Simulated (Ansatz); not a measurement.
An Ansatz (an electronic-structure program) run. Input:

Ansatz 0.2 input:
```yaml
crystal:
  lattice:
    - [2.5969444066, 0.0, 0.0]
    - [-1.2984722033, 2.2490198284, 0.0]
    - [0.0, 0.0, 5.8237819667]
  atoms:
    - { symbol: B, position: [0.5, 0.0, 0.5] }
    - { symbol: B, position: [0.0, 0.5, 0.1666666667] }
    - { symbol: B, position: [0.5, 0.5, 0.8333333333] }
    - { symbol: N, position: [0.5, 0.0, 0.0] }
    - { symbol: N, position: [0.0, 0.5, 0.6666666667] }
    - { symbol: N, position: [0.5, 0.5, 0.3333333333] }
kpoints:
  mp_grid: { grid: [12, 12, 5] }
hamiltonian:
  xc: r2scan
  dispersion: d4
  pseudopotentials: { kind: paw }
scf:
  occupations: { method: fixed }
elastic: { mode: relaxed_ion, stencil: two_point, amplitude: 0.005, f_tol: 0.0005 }
output: { polarization: {} }
```

Output (shortened):

```
Pseudopotential: B, paw, valence charge 3
Pseudopotential: N, paw, valence charge 5
Functional definition: r2SCAN
Crystal: 6 atoms, lattice volume = 34.014 Å³
Basis set: ecut = 500 eV, 897 PW (Γ), exchange–correlation on 80×80×180 points (64 copies of the dense FFT grid, shifted against one another)
Bands: 18, of which v1, the nominal top of the filled ones, is band 12 counted from 1 (11 counted from 0)
Symmetry: 12 space group operations
Space group: P6222 (ITA 180), of the structure as read, at distance tolerance 3.2e-5 Å
k-points: 57 of 720 (time reversal used)
SCF 1 converged in 10 iterations: F = -1626.650411 eV  dr2 = 4.92e-14
Crystal: 6 atoms, lattice volume = 34.014 Å³
SCF 2 converged in 2 iterations: F = -1626.650411 eV  dr2 = 1.03e-14
Crystal: 6 atoms, lattice volume = 33.844 Å³
Basis set: ecut = 500 eV, 889 PW (Γ), exchange–correlation on 80×80×180 points (64 copies of the dense FFT grid, shifted against one another)
Symmetry: 4 space group operations
k-points: 129 of 720 (time reversal used)
SCF 3 converged in 10 iterations: F = -1626.647966 eV  dr2 = 1.09e-14
relax step   1: F+E_penalty+E_count = -1626.64796561 eV  Δ(F+E_penalty+E_count) = +0.000e0 eV  max|allowed force component| = 3.160e-2 eV/Å  Δτ_max = 0.0000 Å  (10 SCF iters, accepted)
Crystal: 6 atoms, lattice volume = 33.844 Å³
SCF 4 converged in 8 iterations: F = -1626.647985 eV  dr2 = 1.28e-14
relax step   2: F+E_penalty+E_count = -1626.64798471 eV  Δ(F+E_penalty+E_count) = -1.910e-5 eV  max|allowed force component| = 1.043e-2 eV/Å  Δτ_max = 0.0005 Å  (8 SCF iters, accepted)
Crystal: 6 atoms, lattice volume = 33.844 Å³
SCF 5 converged in 7 iterations: F = -1626.647987 eV  dr2 = 7.39e-14
relax step   3: F+E_penalty+E_count = -1626.64798721 eV  Δ(F+E_penalty+E_count) = -2.500e-6 eV  max|allowed force component| = 3.045e-4 eV/Å  Δτ_max = 0.0002 Å  (7 SCF iters, accepted)
Crystal: 6 atoms, lattice volume = 33.844 Å³
SCF 6 converged in 2 iterations: F = -1626.647987 eV  dr2 = 1.14e-14
Crystal: 6 atoms, lattice volume = 34.184 Å³
SCF 7 converged in 10 iterations: F = -1626.647991 eV  dr2 = 1.24e-14
relax step   1: F+E_penalty+E_count = -1626.64799109 eV  Δ(F+E_penalty+E_count) = +0.000e0 eV  max|allowed force component| = 3.227e-2 eV/Å  Δτ_max = 0.0000 Å  (10 SCF iters, accepted)
Crystal: 6 atoms, lattice volume = 34.184 Å³
SCF 8 converged in 9 iterations: F = -1626.648011 eV  dr2 = 1.73e-15
relax step   2: F+E_penalty+E_count = -1626.64801131 eV  Δ(F+E_penalty+E_count) = -2.022e-5 eV  max|allowed force component| = 1.062e-2 eV/Å  Δτ_max = 0.0005 Å  (9 SCF iters, accepted)
Crystal: 6 atoms, lattice volume = 34.184 Å³
SCF 9 converged in 7 iterations: F = -1626.648014 eV  dr2 = 4.45e-14
relax step   3: F+E_penalty+E_count = -1626.64801401 eV  Δ(F+E_penalty+E_count) = -2.704e-6 eV  max|allowed force component| = 1.794e-4 eV/Å  Δτ_max = 0.0002 Å  (7 SCF iters, accepted)
Crystal: 6 atoms, lattice volume = 34.184 Å³
SCF 10 converged in 2 iterations: F = -1626.648014 eV  dr2 = 8.30e-15
Crystal: 6 atoms, lattice volume = 33.844 Å³
SCF 11 converged in 8 iterations: F = -1626.647604 eV  dr2 = 2.43e-15
Crystal: 6 atoms, lattice volume = 34.184 Å³
SCF 12 converged in 8 iterations: F = -1626.647636 eV  dr2 = 3.74e-15
Crystal: 6 atoms, lattice volume = 34.014 Å³
Symmetry: 2 space group operations
k-points: 199 of 720 (time reversal used)
SCF 13 converged in 10 iterations: F = -1626.649440 eV  dr2 = 1.56e-14
relax step   1: F+E_penalty+E_count = -1626.64944038 eV  Δ(F+E_penalty+E_count) = +0.000e0 eV  max|allowed force component| = 4.400e-2 eV/Å  Δτ_max = 0.0000 Å  (10 SCF iters, accepted)
Crystal: 6 atoms, lattice volume = 34.014 Å³
SCF 14 converged in 8 iterations: F = -1626.649513 eV  dr2 = 2.55e-14
relax step   2: F+E_penalty+E_count = -1626.64951255 eV  Δ(F+E_penalty+E_count) = -7.217e-5 eV  max|allowed force component| = 1.879e-2 eV/Å  Δτ_max = 0.0012 Å  (8 SCF iters, accepted)
Crystal: 6 atoms, lattice volume = 34.014 Å³
SCF 15 converged in 8 iterations: F = -1626.649534 eV  dr2 = 3.62e-14
relax step   3: F+E_penalty+E_count = -1626.64953405 eV  Δ(F+E_penalty+E_count) = -2.150e-5 eV  max|allowed force component| = 9.367e-3 eV/Å  Δτ_max = 0.0004 Å  (8 SCF iters, accepted)
Crystal: 6 atoms, lattice volume = 34.014 Å³
SCF 16 converged in 8 iterations: F = -1626.649539 eV  dr2 = 2.93e-15
relax step   4: F+E_penalty+E_count = -1626.64953873 eV  Δ(F+E_penalty+E_count) = -4.681e-6 eV  max|allowed force component| = 1.696e-3 eV/Å  Δτ_max = 0.0006 Å  (8 SCF iters, accepted)
Crystal: 6 atoms, lattice volume = 34.014 Å³
SCF 17 converged in 8 iterations: F = -1626.649539 eV  dr2 = 1.69e-15
relax step   5: F+E_penalty+E_count = -1626.64953888 eV  Δ(F+E_penalty+E_count) = -1.512e-7 eV  max|allowed force component| = 1.166e-3 eV/Å  Δτ_max = 0.0001 Å  (8 SCF iters, accepted)
Crystal: 6 atoms, lattice volume = 34.014 Å³
SCF 18 converged in 7 iterations: F = -1626.649539 eV  dr2 = 1.38e-14
relax step   6: F+E_penalty+E_count = -1626.64953900 eV  Δ(F+E_penalty+E_count) = -1.124e-7 eV  max|allowed force component| = 9.361e-6 eV/Å  Δτ_max = 0.0000 Å  (7 SCF iters, accepted)
Crystal: 6 atoms, lattice volume = 34.014 Å³
SCF 19 converged in 2 iterations: F = -1626.649539 eV  dr2 = 3.33e-15
Crystal: 6 atoms, lattice volume = 34.014 Å³
SCF 20 converged in 10 iterations: F = -1626.649440 eV  dr2 = 1.45e-14
relax step   1: F+E_penalty+E_count = -1626.64944038 eV  Δ(F+E_penalty+E_count) = +0.000e0 eV  max|allowed force component| = 4.400e-2 eV/Å  Δτ_max = 0.0000 Å  (10 SCF iters, accepted)
Crystal: 6 atoms, lattice volume = 34.014 Å³
SCF 21 converged in 8 iterations: F = -1626.649513 eV  dr2 = 2.52e-14
relax step   2: F+E_penalty+E_count = -1626.64951255 eV  Δ(F+E_penalty+E_count) = -7.217e-5 eV  max|allowed force component| = 1.879e-2 eV/Å  Δτ_max = 0.0012 Å  (8 SCF iters, accepted)
Crystal: 6 atoms, lattice volume = 34.014 Å³
SCF 22 converged in 8 iterations: F = -1626.649534 eV  dr2 = 3.62e-14
relax step   3: F+E_penalty+E_count = -1626.64953405 eV  Δ(F+E_penalty+E_count) = -2.150e-5 eV  max|allowed force component| = 9.367e-3 eV/Å  Δτ_max = 0.0004 Å  (8 SCF iters, accepted)
Crystal: 6 atoms, lattice volume = 34.014 Å³
SCF 23 converged in 8 iterations: F = -1626.649539 eV  dr2 = 2.98e-15
relax step   4: F+E_penalty+E_count = -1626.64953873 eV  Δ(F+E_penalty+E_count) = -4.681e-6 eV  max|allowed force component| = 1.696e-3 eV/Å  Δτ_max = 0.0006 Å  (8 SCF iters, accepted)
Crystal: 6 atoms, lattice volume = 34.014 Å³
SCF 24 converged in 8 iterations: F = -1626.649539 eV  dr2 = 1.65e-15
relax step   5: F+E_penalty+E_count = -1626.64953888 eV  Δ(F+E_penalty+E_count) = -1.512e-7 eV  max|allowed force component| = 1.166e-3 eV/Å  Δτ_max = 0.0001 Å  (8 SCF iters, accepted)
Crystal: 6 atoms, lattice volume = 34.014 Å³
SCF 25 converged in 7 iterations: F = -1626.649539 eV  dr2 = 1.38e-14
relax step   6: F+E_penalty+E_count = -1626.64953900 eV  Δ(F+E_penalty+E_count) = -1.124e-7 eV  max|allowed force component| = 9.360e-6 eV/Å  Δτ_max = 0.0000 Å  (7 SCF iters, accepted)
Crystal: 6 atoms, lattice volume = 34.014 Å³
SCF 26 converged in 2 iterations: F = -1626.649539 eV  dr2 = 3.36e-15
SCF converged after 2 iterations
Free energy (F): -1626.650411 eV
Harris-Foulkes:  -1626.650411 eV  (|F-HF|=0.00e0)
Internal energy: -1626.650411 eV  (E = F + TS)
E sigma→0 (E₀):  -1626.650411 eV
Fermi energy:    12.526012 eV
--- Per-component energies (eV) ---
  E_band       = 93.999172
  E_kinetic    = 551.596228
  E_local      = -451.756811  (includes V_loc(G=0)·N_el)
  E_nonlocal   = 168.009283
  E_hartree    = 127.217684
  E_xc         = -275.525478
  E_vxc        = -381.124818  (∫ρ·V_xc dr)
  E_paw        = -627.058006  (= ΣΔE_a)
  E_vpaw       = -67.862176  (= ΣTr[D̂ρ^β])
  E_aug_tail   = 0.000045  (compensation charges beyond the density's cutoff)
  E_vtau       = 20.702053  (kinetic-family band-sum trace: ∫τ·v_τ [+ j·A + Jᵃ·Aᵃ] dr)
  E_ewald      = -1118.390218
  E_disp       = -0.599118  (pairwise vdW)
  E_core_change = -0.144020  (= ΣΔE_core)
  E_smearing   =  0.000000  (= −TS)
  E_closure    = 0.000000  (closes the sum)
  Σ components = -1626.650411   (vs F -1626.650411, Δ=0.00e0)
--- Forces (eV/Å), atoms counted from 1 ---
  atom   1  B      0.00000000     0.00000000     0.00000000
  atom   2  B      0.00000000     0.00000000     0.00000000
  atom   3  B      0.00000000     0.00000000     0.00000000
  atom   4  N      0.00000000     0.00000000     0.00000000
  atom   5  N      0.00000000     0.00000000     0.00000000
  atom   6  N      0.00000000     0.00000000     0.00000000
  max |Σ_I F_I| component: 3.70e-17 eV/Å
--- Stress (GPa, compression-positive) ---
       -0.008906       0.000000       0.000000
        0.000000      -0.008906       0.000000
        0.000000       0.000000       0.001567
  P = ⅓ Tr σ = -0.0054 GPa (-0.054 kbar)
--- Band table (eV; the first three rows and the last of 57) ---
  k-point 0: bands = ["-9.7380", "-6.4865", "-6.4865", "4.8363", "4.8363", "7.6674", "10.4614", "10.4614", "11.5277", "11.5277", "11.8134", "12.5260", "20.0014", "20.0014", "21.2069", "21.2069", "21.3566", "25.0814"]
  k-point 1: bands = ["-9.6008", "-7.6035", "-5.2812", "2.8768", "6.9779", "7.7984", "9.5902", "11.2459", "11.5401", "11.5573", "11.7801", "12.0719", "19.4493", "20.6842", "20.7473", "21.4977", "22.2321", "23.7126"]
  k-point 2: bands = ["-9.1919", "-8.5198", "-4.3265", "1.5246", "8.1838", "8.7984", "9.0525", "10.8319", "11.5855", "11.6035", "11.6969", "11.7291", "19.1644", "20.7387", "21.4462", "21.6866", "22.3543", "23.5703"]
  k-point 56: bands = ["-4.6342", "-3.6351", "-3.1450", "1.5543", "2.7714", "3.4108", "4.5928", "4.6803", "7.0235", "7.1613", "8.1714", "10.1472", "19.4011", "21.3049", "21.8913", "22.1622", "22.5695", "23.8276"]
--- Elastic constants: 3 strain directions × 2 members + reference (group order 12) ---
  dense FFT box of the reference and of every strained cell: 20×20×45
  strains applied: 11, 33, 23; error gains …
  pairwise dispersion correction: d4 (s6 = 1.0, s8 = 0.6018749, s9 = 1.0, a1 = 0.51559235, a2_bohr = 5.77342911), with the weights of each atom's references …
  C = ∂σ_k/∂η_j (tension-positive GPa; Voigt order 11 22 33 23 13 12):
       907.810    156.380     84.567      0.000      0.000      0.000
       156.380    907.810     84.567      0.000      0.000      0.000
        84.567     84.567   1050.605      0.000      0.000      0.000
         0.000      0.000      0.000    328.215      0.000      0.000
         0.000      0.000      0.000      0.000    328.215      0.000
         0.000      0.000      0.000      0.000      0.000    375.715
  reference stress σ⁰ (GPa):      0.009      0.009     -0.002      0.000      0.000      0.000
  moduli (Voigt/Reuss/Hill, GPa): K = 390.81/390.41/390.61   G = 375.81/369.24/372.53   E = 848.00   ν = 0.138
  mechanically stable: yes (min eigenvalue of sym C = 328.22 GPa)
  e, the proper piezoelectric tensor (elastic.mode: relaxed_ion; C/m²; rows x y z; Voigt order 11 22 33 23 13 12):
       0.00000    0.00000    0.00000   -0.05117    0.00000    0.00000
       0.00000    0.00000    0.00000    0.00000    0.05117    0.00000
       0.00000    0.00000    0.00000    0.00000    0.00000    0.00000
  ±, each entry's uncertainty from the finite density of the strings (C/m²), an estimate: the size of the correction for it that the entry includes:
       0.00000    0.00000    0.00000    0.00020    0.00000    0.00000
       0.00000    0.00000    0.00000    0.00000    0.00020    0.00000
       0.00000    0.00000    0.00000    0.00000    0.00000    0.00000
  strain η (Voigt 11):  stress-route row diagonal C_11 = 907.81 GPa, energy-path curvature d²(F+E_count+ΔE)/dδ²/Ω₀ = 907.77 GPa
         δ    σ_11 (GPa)             F (eV)   n_scf  n_hpsi   n_pw
    -5.000e-3      -4.5995       -1626.6479872       2   19531    889   relax 3 steps, max|allowed force component| 3.05e-4 eV/Å
     5.000e-3       4.4786       -1626.6480140       2   19431    897   relax 3 steps, max|allowed force component| 1.79e-4 eV/Å
  strain η (Voigt 33):  stress-route row diagonal C_33 = 1050.61 GPa, energy-path curvature d²(F+E_count+ΔE)/dδ²/Ω₀ = 1050.61 GPa
         δ    σ_33 (GPa)             F (eV)   n_scf  n_hpsi   n_pw
    -5.000e-3      -5.3014       -1626.6476043       8   20189    897   relax 0 steps, max|allowed force component| 3.04e-16 eV/Å
     5.000e-3       5.2046       -1626.6476355       8   20198    897   relax 0 steps, max|allowed force component| 3.21e-16 eV/Å
  strain η (Voigt 23):  stress-route row diagonal C_44 = 328.22 GPa, energy-path curvature d²(F+E_count+ΔE)/dδ²/Ω₀ = 328.23 GPa
         δ    σ_23 (GPa)             F (eV)   n_scf  n_hpsi   n_pw
    -5.000e-3      -1.6411       -1626.6495390       2   29897    897   relax 6 steps, max|allowed force component| 9.36e-6 eV/Å
     5.000e-3       1.6411       -1626.6495390       2   29899    897   relax 6 steps, max|allowed force component| 9.36e-6 eV/Å
--- Formal polarisation (Berry phase): one branch of a lattice of values; only differences between neighbouring runs are physical ---
  axis  mesh            electronic          ionic      p = total  spread (rad)  least overlap  resolved gap  δp at fixed H ≤   (phases in cycles; p mod 1 …
  b1    12×12×5         0.00000000     8.00000000     8.00000000      0.026840         0.9525        6.8881           1.9e-6
  b2    12×12×5         0.00000000     8.00000000     8.00000000      0.026840         0.9525        6.8881           1.9e-6
  b3    12×12×5         0.00000000     9.50000000     9.50000000      0.004849         0.9650        6.8881           8.7e-7
  quantum along a1:   0.07634869 e/Å² =   122.324092 µC/cm²
  quantum along a2:   0.07634869 e/Å² =   122.324092 µC/cm²
  quantum along a3:   0.17121589 e/Å² =   274.318095 µC/cm²
  P = (  0.30539477,   0.52895926,   1.62655094) e/Å² = (  489.296369,   847.486172,  2606.021905) µC/cm²  (mod the quanta)
```

Cost: roughly 14 core-minutes on shared cores.

Space group P6_222. The start of the workflow was typed in or built on a structure type; neither database checked (COD, Materials Project) lists it. It is not the phase usual at ambient conditions (space group No. 186, 194, 216). Symmetry was held in the r²SCAN+D4 relaxation; whether a distortion lowers the energy is not shown.

Potentials: the later of the program's two PAW sets.

Ansatz is a plane-wave DFT program.
